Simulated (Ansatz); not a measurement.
Given:

SiBiO$_{3}$:
```cif
data_BiO3Si
_chemical_formula_sum 'Si1 Bi1 O3'
_space_group_name_H-M_alt 'P 1'
_space_group_IT_number 1
_cell_length_a 3.35937
_cell_length_b 3.35937
_cell_length_c 5.61316
_cell_angle_alpha 90.000
_cell_angle_beta 90.000
_cell_angle_gamma 90.000
loop_
_space_group_symop_operation_xyz
  'x, y, z'
loop_
_atom_site_label
_atom_site_type_symbol
_atom_site_fract_x
_atom_site_fract_y
_atom_site_fract_z
_atom_site_occupancy
Si1 Si 0.50000 0.50000 0.60769 1
Bi1 Bi 0.00000 0.00000 0.16328 1
O1 O 0.00000 0.50000 0.51143 1
O2 O 0.50000 0.00000 0.51143 1
O3 O 0.50000 0.50000 0.89636 1
```

This is the r²SCAN-relaxed structure.

All from r²SCAN in the plane-wave PAW code Ansatz, unless another level is named. Predict the electronic character.

metallic (no gap).

What about the density of states at the Fermi level?

0.25 states/eV per atom (mean over ±0.08 eV).

Predict the formation energy from the elements (no fitted shifts).

-1.67 eV/atom.

Predict the gap with spin–orbit coupling.

none (metallic).

Space group P4mm. The start of the workflow was typed in or built on a structure type; neither database checked (COD, Materials Project) lists it. Its standing as an ambient phase is unchecked. The cell was relaxed with r²SCAN under the symmetry of its start; its stability against distortions is not shown here. The volume moved by 20 % from the start of the relaxation. With an odd number of electrons in the cell and no spin polarisation, the count alone makes it a metal. The references are the lowest solids computed at this level, not always the standard phases (solids in place of the gases). Spin–orbit coupling is left out wherever it is not named.

Potentials: the earlier of the program's two PAW sets. The files were generated under PBE; for other functionals the program regenerates the frozen cores, and for LDA and PBEsol the local potential too.
